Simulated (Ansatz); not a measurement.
O-17 NMR of the central transition in H₇BrO₃

Cell: a Materials Project structure (computed, not necessarily an observed phase).

```cif
data_H7BrO3
_symmetry_space_group_name_H-M 'Cc'
_symmetry_Int_Tables_number 9
_cell_length_a 11.9151
_cell_length_b 5.9881
_cell_length_c 6.3058
_cell_angle_alpha 90.000
_cell_angle_beta 93.291
_cell_angle_gamma 90.000
loop_
_atom_site_label
_atom_site_type_symbol
_atom_site_symmetry_multiplicity
_atom_site_Wyckoff_symbol
_atom_site_fract_x
_atom_site_fract_y
_atom_site_fract_z
H1 H 4 a 0.3495 0.8885 0.4747
H2 H 4 a 0.8447 0.1278 0.5140
H5 H 4 a 0.4903 0.8039 0.7241
H6 H 4 a 0.6064 0.9046 0.8281
H7 H 4 a 0.6014 0.6635 0.2652
H8 H 4 a 0.5239 0.7372 0.0401
H9 H 4 a 0.4675 0.7018 0.2898
Br Br 4 a 0.7439 0.7575 0.4698
O17 O 4 a 0.3967 0.7532 0.4894
O19 O 4 a 0.5287 0.8636 0.8563
O20 O 4 a 0.5251 0.6431 0.1873
```

One atom of each set is listed; the run and its k-mesh use a cell of 22 atoms with edges of 6.67, 6.67, 6.31 Å.

Method: Kohn–Sham DFT in Ansatz, PBE, plane waves and PAW, scalar-relativistic, 420 eV cutoff, Γ-centred 4×4×4 k-points, Fermi–Dirac smearing 0.02 eV.

O-17 has I = 5/2 and Q = -25.58 mb (Pyykkö 2018); at 35.2 T its Larmor frequency is ν₀ = 203.3 MHz. Only the quadrupole interaction is simulated: positions count from each site's isotropic chemical shift, and J coupling is left out, as are shift anisotropy and dipolar coupling, which fast spinning averages.

Simulated pattern of one O site (fast magic-angle spinning, Gaussian broadening 0.1 kHz):

| offset (kHz) | height |
| --- | --- |
| -6.455 | 0 |
| -6.162 | 4 |
| -5.869 | 8 |
| -5.576 | 10 |
| -5.283 | 20 |
| -4.990 | 21 |
| -4.697 | 23 |
| -4.404 | 25 |
| -4.111 | 28 |
| -3.818 | 31 |
| -3.525 | 41 |
| -3.232 | 100 |
| -2.939 | 77 |
| -2.646 | 78 |
| -2.353 | 83 |
| -2.060 | 58 |
| -1.767 | 49 |
| -1.474 | 43 |
| -1.181 | 39 |
| -0.888 | 35 |
| -0.595 | 33 |
| -0.302 | 31 |
| -0.009 | 10 |
| 0.284 | 0 |

(1) Which |C_Q| and η does the pattern imply?

## Answers

(1) The pattern spans 6.11 kHz before broadening and its centre of gravity is at -2.67 kHz, which fixes P_Q; the places of the horns and steps fix η. That gives P_Q = 9.51 MHz, |C_Q| = 8.75 MHz and η = 0.74, the values that the calculation gives site O19 (2 H at 0.98–0.99 Å, angle 109°; also 1 H at 1.39 Å). The other sites have |C_Q| = 8.07, 7.57 MHz. The sign of C_Q can't be read from the pattern.

At O19 V_zz stands upright on the plane of its two bonds (within 12°).

The run took 32 s of wall time (32 s of CPU time) and 0.52 GiB at its peak, on 1 thread of Arm Neoverse V2 (aarch64; 8 cores open to the job, memory cap 2.5 GiB, no GPU), a shared host with a load of 0.8 a core.
